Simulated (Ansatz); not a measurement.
Theory: Ansatz 0.2.0, DFT PBE, scalar-relativistic, plane waves, PAW. All cells share a 420 eV cutoff and Γ-centred k meshes spaced at most about 0.3 Å⁻¹ (about 0.25 or finer for metals, 2π included). No spin polarisation in the final relaxations.

Temperature and zero-point effects are left out.

Compare these two cells of MgCd₃Se₄, each relaxed at this level.

A.

Space group I4/mmm (No. 139). a = 5.684 Å, b = 5.684 Å, c = 11.406 Å, α = 90.00°, β = 90.00°, γ = 90.00°
```json
{"atom": "Mg", "site": "2b", "symmetry": "4/mmm", "x": "0.5000", "y": "0.5000", "z": "0.0000"}
{"atom": "Cd", "site": "4d", "symmetry": "-4m2", "x": "0.0000", "y": "0.5000", "z": "0.2500"}
{"atom": "Cd", "site": "2a", "symmetry": "4/mmm", "x": "0.0000", "y": "0.0000", "z": "0.0000"}
{"atom": "Se", "site": "4c", "symmetry": "mmm.", "x": "0.0000", "y": "0.5000", "z": "0.0000"}
{"atom": "Se", "site": "4e", "symmetry": "4mm", "x": "0.0000", "y": "0.0000", "z": "0.2566"}
```

B.

Space group P4/mmm (No. 123). a = 4.021 Å, b = 4.021 Å, c = 11.393 Å, α = 90.00°, β = 90.00°, γ = 90.00°
```csv
atom,site,symmetry,x,y,z
Mg,1b,4/mmm,0.0000,0.0000,0.5000
Cd,1a,4/mmm,0.0000,0.0000,0.0000
Cd,2h,4mm,0.5000,0.5000,0.2520
Se,2g,4mm,0.0000,0.0000,0.2552
Se,1d,4/mmm,0.5000,0.5000,0.5000
Se,1c,4/mmm,0.5000,0.5000,0.0000
```

Task: Which arrangement of the elements on these sites is preferred, and by what margin?

Result: They are level within the accuracy (under 1 meV/atom apart). The two share one framework of sites and differ in which element sits where. A has Mg and Cd ordered on rock salt sites, space group I4/mmm (No. 139), 23.0 Å³/atom and no gap on its mesh; B has Mg and Cd ordered on rock salt sites, space group P4/mmm (No. 123), 23.0 Å³/atom and no gap. Counting Se atoms around Cd and Mg (those within 1.25 times the shortest such distance or 1.15 times the sum of covalent radii), A and B both have Mg 6, Cd 6. In A, Mg has 6 Se at 2.78–2.84 Å; Cd on a site of symmetry -4m2 has 6 Se at 2.84–2.85 Å; Se on a site of symmetry mmm is surrounded by 2 Mg at 2.84 Å and 4 Cd at 2.84–2.85 Å; 2 more sites not described. In B, around Mg lie 6 Se at 2.79–2.84 Å; Cd on a site of symmetry 4/mmm has 6 Se at 2.84–2.91 Å; around Se on a site of symmetry 4mm lie 1 Mg at 2.79 Å and 5 Cd at 2.84–2.91 Å; 3 more sites not described. Both come from invented guesses. A third cell relaxed alike, in P-43m, lies 123 meV/atom below the lower of the two.

For metals, differences of a few meV/atom aren't resolved. The zero gap of I4/mmm, P4/mmm may come from the functional, which often closes small gaps. Cells relaxed within their symmetry can be saddle points.
